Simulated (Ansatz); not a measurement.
The following input was run with Ansatz 0.2.0.

```yaml
crystal:
  lattice:
    - [2.4737433973, -2.4094272655, -0.0128223398]
    - [2.4737433973, 2.4094272655, -0.0128223398]
    - [-1.2824818731, 0.0, 4.9827241385]
  atoms:
    - { symbol: Mg, position: [0.8102539747, 0.8102539747, 0.1969777131] }
    - { symbol: Mg, position: [0.1897460253, 0.1897460253, 0.8030222869] }
    - { symbol: C, position: [0.3030496404, 0.3030496404, 0.2636586258] }
    - { symbol: C, position: [0.6969503596, 0.6969503596, 0.7363413742] }
    - { symbol: C, position: [0.5, 0.5, 0.5] }
basis:
  ecutwfc: 420
kpoints:
  mp_grid: { grid: [8, 8, 6] }
hamiltonian:
  xc: pbesol
scf:
  occupations: { method: gaussian, width: 0.02 }
output:
  forces: true
  stress: true
  eigenvalues: true
relax:
  adjacent_minimum: "off"
  f_tol: 0.01
  max_steps: 30
  cell: { stress_tol: 0.1, fix: [volume] }
```

Run as
```bash
ansatz run input.yaml --threads 1 --pin off --max-ram 2560MiB --backend cpu --events-out ev --progress --plain --runs-dir out
```

Level of theory: DFT PBEsol, scalar-relativistic, plane waves, PAW in Ansatz.

Abridged output:

```
Pseudopotentials: kind: paw
Pseudopotential: Mg, paw, valence charge 10, recommended cutoff 420 eV (normal)
Pseudopotential: C, paw, valence charge 4, recommended cutoff 420 eV (normal)
Functional definition: PBEsol
Crystal: 5 atoms, lattice volume = 59.318 Å³
Basis set: ecut = 420 eV, 1151 PW (Γ), exchange–correlation on 48×48×72 points (8 copies of the dense FFT grid, shifted against one another)
Bands: 21, of which v1, the nominal top of the filled ones, is band 16 counted from 1 (15 counted from 0)
Symmetry: 4 space group operations
Space group: C2/m (ITA 12), of the structure as read, at distance tolerance 3.9e-5 Å
k-points: 114 of 384
Initial density: superposition of atomic densities (neutral atoms: chi_scale 0, normalization atom), corrected by the library's trained network
Initial wavefunctions: pseudopotential atomic-orbital guess
Functional: x = pbesol(κ = 0.804, μ = 0.12345679), c = pbesol(β = 0.046)
SCF iter   1: F=—  HF=-4562.937565 eV  |F-HF|=—  |Δ(HF+E_count)|=         —  Δρ=5.33e-3  dr2=2.22e-2  ethr=1.77e-3  ⟨swp⟩=6.1  Hψ=10852  notcnv=0
SCF iter   2: F=—  HF=-4562.932201 eV  |F-HF|=—  |Δ(HF+E_count)|=   5.36e-3  Δρ=1.58e-3  dr2=1.59e-3  ethr=6.94e-5  ⟨swp⟩=2.1  Hψ=4317  notcnv=0  defer=113
SCF iter   3: F=—  HF=-4562.931974 eV  |F-HF|=—  |Δ(HF+E_count)|=   2.27e-4  Δρ=3.05e-4  dr2=3.60e-5  ethr=4.98e-6  ⟨swp⟩=2.9  Hψ=4229  notcnv=0  defer=114
SCF iter   4: F=—  HF=-4562.932035 eV  |F-HF|=—  |Δ(HF+E_count)|=   6.15e-5  Δρ=7.49e-5  dr2=2.28e-6  ethr=1.13e-7  ⟨swp⟩=2.7  Hψ=3676  notcnv=0  defer=114
SCF iter   5: F=—  HF=-4562.932037 eV  |F-HF|=—  |Δ(HF+E_count)|=   1.43e-6  Δρ=1.52e-5  dr2=2.12e-7  ethr=7.14e-9  ⟨swp⟩=2.0  Hψ=2952  notcnv=0  defer=114
SCF iter   6: F=-4562.932037 eV  HF=-4562.932037 eV  |F-HF|=1.49e-9  |Δ(HF+E_count)|=   1.92e-8  Δρ=4.45e-6  dr2=5.25e-9  ethr=3.13e-10  ⟨swp⟩=8.9  Hψ=10312  notcnv=0
SCF 1 converged in 6 iterations: F = -4562.932037 eV  dr2 = 5.25e-9
relax step   1: F+E_penalty+E_count = -4562.93203687 eV  Δ(F+E_penalty+E_count) = +0.000e0 eV  max|allowed force component| = 5.642e-1 eV/Å  Δτ_max = 0.0000 Å  P = -10.153 GPa  Ω = 59.318 Å³  fix = [volume]  reactions: volume -10.153 GPa (6 SCF iters, dr2 threshold 1.00e-7 eV, accepted)
Basis set: ecut = 420 eV, 1155 PW (Γ), exchange–correlation on 48×48×72 points (8 copies of the dense FFT grid, shifted against one another)
Initial density: handed on by an earlier stage of this run
Initial wavefunctions: those handed on with the density
SCF iter   1: F=—  HF=-4562.941795 eV  |F-HF|=—  |Δ(HF+E_count)|=         —  Δρ=2.18e-3  dr2=2.61e-3  ethr=6.80e-6  ⟨swp⟩=2.0  Hψ=13060  notcnv=0
SCF iter   2: F=—  HF=-4562.940936 eV  |F-HF|=—  |Δ(HF+E_count)|=   8.59e-4  Δρ=7.61e-4  dr2=2.14e-4  ethr=6.80e-6  ⟨swp⟩=2.0  Hψ=3817  notcnv=0
SCF iter   3: F=—  HF=-4562.940920 eV  |F-HF|=—  |Δ(HF+E_count)|=   1.63e-5  Δρ=1.54e-4  dr2=5.79e-6  ethr=6.69e-7  ⟨swp⟩=2.0  Hψ=3303  notcnv=0
SCF iter   4: F=-4562.940919 eV  HF=-4562.940920 eV  |F-HF|=1.19e-7  |Δ(HF+E_count)|=   1.45e-7  Δρ=3.69e-5  dr2=4.66e-7  ethr=1.81e-8  ⟨swp⟩=2.0  Hψ=3299  notcnv=0
SCF iter   5: F=-4562.940920 eV  HF=-4562.940920 eV  |F-HF|=6.28e-9  |Δ(HF+E_count)|=   3.46e-8  Δρ=8.04e-6  dr2=1.36e-8  ethr=1.46e-9  ⟨swp⟩=2.0  Hψ=3013  notcnv=0
SCF iter   6: F=-4562.940920 eV  HF=-4562.940920 eV  |F-HF|=5.55e-11  |Δ(HF+E_count)|=   8.68e-9  Δρ=1.08e-6  dr2=3.42e-10  ethr=4.25e-11  ⟨swp⟩=2.0  Hψ=7290  notcnv=0
SCF 2 converged in 6 iterations: F = -4562.940920 eV  dr2 = 3.42e-10
relax step   2: F+E_penalty+E_count = -4562.94091957 eV  Δ(F+E_penalty+E_count) = -8.883e-3 eV  max|allowed force component| = 1.619e-1 eV/Å  Δτ_max = 0.0043 Å  P = -9.070 GPa  Ω = 59.318 Å³  energy of the carried Pulay correction = -4.652e-17 eV  fix = [volume]  reactions: volume -9.070 GPa (6 SCF iters, dr2 threshold 5.00e-7 eV, accepted)
SCF iter   1: F=—  HF=-4562.942402 eV  |F-HF|=—  |Δ(HF+E_count)|=         —  Δρ=1.52e-3  dr2=1.14e-3  ethr=3.63e-6  ⟨swp⟩=2.6  Hψ=13266  notcnv=0
SCF iter   2: F=—  HF=-4562.942087 eV  |F-HF|=—  |Δ(HF+E_count)|=   3.14e-4  Δρ=5.98e-4  dr2=1.08e-4  ethr=3.56e-6  ⟨swp⟩=2.0  Hψ=3145  notcnv=0
SCF iter   3: F=—  HF=-4562.942135 eV  |F-HF|=—  |Δ(HF+E_count)|=   4.81e-5  Δρ=1.43e-4  dr2=4.50e-6  ethr=3.39e-7  ⟨swp⟩=2.0  Hψ=3298  notcnv=0
SCF iter   4: F=-4562.942137 eV  HF=-4562.942137 eV  |F-HF|=8.88e-8  |Δ(HF+E_count)|=   1.86e-6  Δρ=3.94e-5  dr2=4.60e-7  ethr=1.41e-8  ⟨swp⟩=2.6  Hψ=3951  notcnv=0
SCF iter   5: F=-4562.942137 eV  HF=-4562.942137 eV  |F-HF|=1.36e-10  |Δ(HF+E_count)|=   1.91e-7  Δρ=6.54e-6  dr2=1.33e-8  ethr=1.44e-9  ⟨swp⟩=2.0  Hψ=3034  notcnv=0
SCF iter   6: F=-4562.942137 eV  HF=-4562.942137 eV  |F-HF|=2.91e-11  |Δ(HF+E_count)|=   3.44e-9  Δρ=9.19e-7  dr2=3.07e-10  ethr=4.15e-11  ⟨swp⟩=2.0  Hψ=7533  notcnv=0
SCF 3 converged in 6 iterations: F = -4562.942137 eV  dr2 = 3.07e-10
relax step   3: F+E_penalty+E_count = -4562.94213732 eV  Δ(F+E_penalty+E_count) = -1.218e-3 eV  max|allowed force component| = 9.487e-2 eV/Å  Δτ_max = 0.0131 Å  P = -8.566 GPa  Ω = 59.318 Å³  energy of the carried Pulay correction = -1.551e-17 eV  fix = [volume]  reactions: volume -8.566 GPa (6 SCF iters, dr2 threshold 5.00e-7 eV, accepted)
SCF iter   1: F=—  HF=-4562.942656 eV  |F-HF|=—  |Δ(HF+E_count)|=         —  Δρ=6.56e-4  dr2=3.53e-4  ethr=1.13e-6  ⟨swp⟩=3.0  Hψ=13220  notcnv=0
SCF iter   2: F=—  HF=-4562.942619 eV  |F-HF|=—  |Δ(HF+E_count)|=   3.62e-5  Δρ=2.23e-4  dr2=1.26e-5  ethr=1.10e-6  ⟨swp⟩=2.0  Hψ=2995  notcnv=0
SCF iter   3: F=—  HF=-4562.942617 eV  |F-HF|=—  |Δ(HF+E_count)|=   2.25e-6  Δρ=9.20e-5  dr2=1.91e-6  ethr=3.94e-8  ⟨swp⟩=2.0  Hψ=3023  notcnv=0
SCF iter   4: F=-4562.942617 eV  HF=-4562.942617 eV  |F-HF|=3.14e-9  |Δ(HF+E_count)|=   1.10e-7  Δρ=1.44e-5  dr2=5.19e-8  ethr=5.98e-9  ⟨swp⟩=2.0  Hψ=3197  notcnv=0
SCF iter   5: F=-4562.942617 eV  HF=-4562.942617 eV  |F-HF|=4.21e-10  |Δ(HF+E_count)|=   1.40e-8  Δρ=1.53e-6  dr2=1.11e-9  ethr=1.62e-10  ⟨swp⟩=2.1  Hψ=3157  notcnv=0
SCF iter   6: F=-4562.942617 eV  HF=-4562.942617 eV  |F-HF|=1.27e-11  |Δ(HF+E_count)|=  9.09e-13  Δρ=3.35e-7  dr2=4.19e-11  ethr=3.47e-12  ⟨swp⟩=1.0  Hψ=6282  notcnv=0
SCF 4 converged in 6 iterations: F = -4562.942617 eV  dr2 = 4.19e-11
relax step   4: F+E_penalty+E_count = -4562.94261718 eV  Δ(F+E_penalty+E_count) = -4.799e-4 eV  max|allowed force component| = 1.482e-2 eV/Å  Δτ_max = 0.0043 Å  P = -8.630 GPa  Ω = 59.318 Å³  fix = [volume]  reactions: volume -8.630 GPa (6 SCF iters, dr2 threshold 5.00e-7 eV, accepted)
SCF iter   1: F=—  HF=-4562.942667 eV  |F-HF|=—  |Δ(HF+E_count)|=         —  Δρ=3.42e-4  dr2=9.46e-5  ethr=3.11e-7  ⟨swp⟩=2.0  Hψ=12480  notcnv=0
SCF iter   2: F=—  HF=-4562.942695 eV  |F-HF|=—  |Δ(HF+E_count)|=   2.84e-5  Δρ=1.18e-4  dr2=3.20e-6  ethr=2.96e-7  ⟨swp⟩=2.0  Hψ=3026  notcnv=0
SCF iter   3: F=—  HF=-4562.942694 eV  |F-HF|=—  |Δ(HF+E_count)|=   1.80e-6  Δρ=5.59e-5  dr2=5.89e-7  ethr=9.99e-9  ⟨swp⟩=2.2  Hψ=3065  notcnv=0
SCF iter   4: F=-4562.942694 eV  HF=-4562.942694 eV  |F-HF|=9.50e-10  |Δ(HF+E_count)|=   1.02e-7  Δρ=5.42e-6  dr2=8.32e-9  ethr=1.84e-9  ⟨swp⟩=2.5  Hψ=3226  notcnv=0
SCF iter   5: F=-4562.942694 eV  HF=-4562.942694 eV  |F-HF|=1.06e-10  |Δ(HF+E_count)|=   1.74e-9  Δρ=6.40e-7  dr2=1.90e-10  ethr=2.60e-11  ⟨swp⟩=2.0  Hψ=3242  notcnv=0
SCF iter   6: F=-4562.942694 eV  HF=-4562.942694 eV  |F-HF|=2.73e-12  |Δ(HF+E_count)|=  3.64e-12  Δρ=1.33e-7  dr2=7.69e-12  ethr=1.00e-12  ⟨swp⟩=1.7  Hψ=7273  notcnv=0
SCF 5 converged in 6 iterations: F = -4562.942694 eV  dr2 = 7.69e-12
relax step   5: F+E_penalty+E_count = -4562.94269368 eV  Δ(F+E_penalty+E_count) = -7.649e-5 eV  max|allowed force component| = 6.391e-3 eV/Å  Δτ_max = 0.0021 Å  P = -8.634 GPa  Ω = 59.318 Å³  energy of the carried Pulay correction = +3.101e-17 eV  fix = [volume]  reactions: volume -8.634 GPa (6 SCF iters, dr2 threshold 1.37e-8 eV, accepted)
Initial wavefunctions: pseudopotential atomic-orbital guess (no wavefunctions were taken with the density)
SCF iter   1: F=—  HF=-4562.942763 eV  |F-HF|=—  |Δ(HF+E_count)|=         —  Δρ=3.19e-5  dr2=3.73e-8  ethr=9.23e-8  ⟨swp⟩=4.1  Hψ=17384  notcnv=0
SCF iter   2: F=—  HF=-4562.942816 eV  |F-HF|=—  |Δ(HF+E_count)|=   5.35e-5  Δρ=1.59e-5  dr2=9.25e-9  ethr=1.16e-10  ⟨swp⟩=3.0  Hψ=4932  notcnv=0
SCF iter   3: F=—  HF=-4562.942817 eV  |F-HF|=—  |Δ(HF+E_count)|=   1.66e-7  Δρ=2.51e-6  dr2=1.68e-9  ethr=2.89e-11  ⟨swp⟩=2.0  Hψ=3276  notcnv=0
SCF iter   4: F=-4562.942817 eV  HF=-4562.942817 eV  |F-HF|=4.09e-11  |Δ(HF+E_count)|=   3.05e-9  Δρ=4.66e-7  dr2=4.96e-11  ethr=5.26e-12  ⟨swp⟩=2.0  Hψ=2981  notcnv=0
SCF iter   5: F=-4562.942817 eV  HF=-4562.942817 eV  |F-HF|=9.09e-13  |Δ(HF+E_count)|=  4.55e-11  Δρ=1.77e-7  dr2=1.11e-11  ethr=1.00e-12  ⟨swp⟩=1.0  Hψ=2395  notcnv=0
SCF iter   6: F=-4562.942817 eV  HF=-4562.942817 eV  |F-HF|=1.82e-12  |Δ(HF+E_count)|=  2.73e-12  Δρ=2.69e-8  dr2=2.24e-13  ethr=1.00e-12  ⟨swp⟩=1.0  Hψ=2394  notcnv=0
SCF iter   7: F=-4562.942817 eV  HF=-4562.942817 eV  |F-HF|=0.00e0  |Δ(HF+E_count)|=  9.09e-13  Δρ=6.71e-9  dr2=1.11e-14  ethr=1.00e-12  ⟨swp⟩=1.0  Hψ=2394  notcnv=0
SCF iter   8: F=-4562.942817 eV  HF=-4562.942817 eV  |F-HF|=0.00e0  |Δ(HF+E_count)|=  9.09e-13  Δρ=2.42e-9  dr2=1.81e-15  ethr=1.00e-12  ⟨swp⟩=2.0  Hψ=5853  notcnv=0
SCF 6 converged in 8 iterations: F = -4562.942817 eV  dr2 = 1.81e-15
SCF converged after 8 iterations
Free energy (F): -4562.942817 eV
Harris-Foulkes:  -4562.942817 eV  (|F-HF|=0.00e0)
Internal energy: -4562.942817 eV  (E = F + TS)
E sigma→0 (E₀):  -4562.942817 eV
Fermi energy:    8.162328 eV
--- Per-component energies (eV) ---
  E_band       = -667.685893
  E_kinetic    = 415.153993
  E_local      = -3330.037864  (includes V_loc(G=0)·N_el)
  E_nonlocal   = 272.990879
  E_hartree    = 1149.092647
  E_xc         = -199.251301
  E_vxc        = -250.768169  (∫ρ·V_xc dr)
  E_paw        = -847.770142  (= ΣΔE_a)
  E_vpaw       = -73.210044  (= ΣTr[D̂ρ^β])
  E_aug_tail   = 0.000016  (compensation charges beyond the density's cutoff)
  E_ewald      = -2023.302071
  E_core_change = 0.181026  (= ΣΔE_core)
  E_smearing   =  0.000000  (= −TS)
--- Forces (eV/Å), atoms counted from 1 ---
  atom   1  Mg    -0.00019755     0.00000000    -0.00370621
  atom   2  Mg     0.00019755     0.00000000     0.00370621
  atom   3  C      0.00630282     0.00000000    -0.00097469
  atom   4  C     -0.00630282     0.00000000     0.00097469
  atom   5  C      0.00000000     0.00000000     0.00000000
--- Stress (GPa, compression-positive) ---
       -8.672742       0.000000      -0.049282
        0.000000      -8.640517       0.000000
       -0.049283       0.000000      -8.573694
  P = ⅓ Tr σ = -8.6290 GPa (-86.290 kbar)
--- Band table (eV; the first three rows and the last of 114) ---
  k-point 0: bands = ["-67.7339", "-67.7306", "-34.7096", "-34.6883", "-34.6745", "-34.6633", "-34.6579", "-34.6465", "-8.2912", "-4.5245", "0.0986", "3.3554", "4.0028", "4.3703", "6.0135", "6.7407", "10.0037", "10.6591", "11.5147", "14.1142", "14.7077"]
  k-point 1: bands = ["-67.7338", "-67.7307", "-34.7086", "-34.6895", "-34.6740", "-34.6637", "-34.6581", "-34.6464", "-8.2595", "-4.6418", "0.3151", "3.2934", "3.9561", "4.1830", "6.1391", "6.9004", "9.8172", "11.0786", "11.3489", "13.9399", "14.1506"]
  k-point 2: bands = ["-67.7336", "-67.7310", "-34.7059", "-34.6923", "-34.6730", "-34.6646", "-34.6583", "-34.6461", "-8.1922", "-4.8649", "0.7935", "3.1441", "3.7969", "3.8715", "6.3535", "7.2434", "9.9450", "11.0353", "11.2862", "13.2689", "13.5296"]
  k-point 113: bands = ["-67.7320", "-67.7314", "-34.7002", "-34.6994", "-34.6772", "-34.6698", "-34.6659", "-34.6511", "-7.3226", "-4.3181", "1.4023", "1.7714", "2.3488", "3.4687", "4.5613", "5.4382", "9.3099", "10.2728", "12.6607", "13.0476", "14.4908"]
--- Relaxed structure (5 steps of the walk, 5 accepted, 1 SCFs on fresh bases) ---
  F+E_penalty+E_count = -4562.94281661 eV   max|allowed force component| = 6.303e-3 eV/Å   (the final SCF, on the basis selected at the relaxed cell)
  cell:  # Å, volume = 59.3179 Å³
    - [2.47106659, -2.41360114, -0.02575985]
    - [2.47106659, 2.41360114, -0.02575985]
    - [-1.30713397, 0.0, 4.98647872]
  atoms:
    - { symbol: Mg, position: [0.81116424, 0.81116424, 0.19465102] }
    - { symbol: Mg, position: [0.18883575, 0.18883575, 0.80534897] }
    - { symbol: C, position: [0.30523133, 0.30523133, 0.26384554] }
    - { symbol: C, position: [0.69476866, 0.69476866, 0.73615445] }
    - { symbol: C, position: [0.5, 0.5, 0.5] }
```

The relaxation met its thresholds.

The run took 73 s on 1 thread of Arm Neoverse N1, on a shared host, peak memory 0.39 GiB.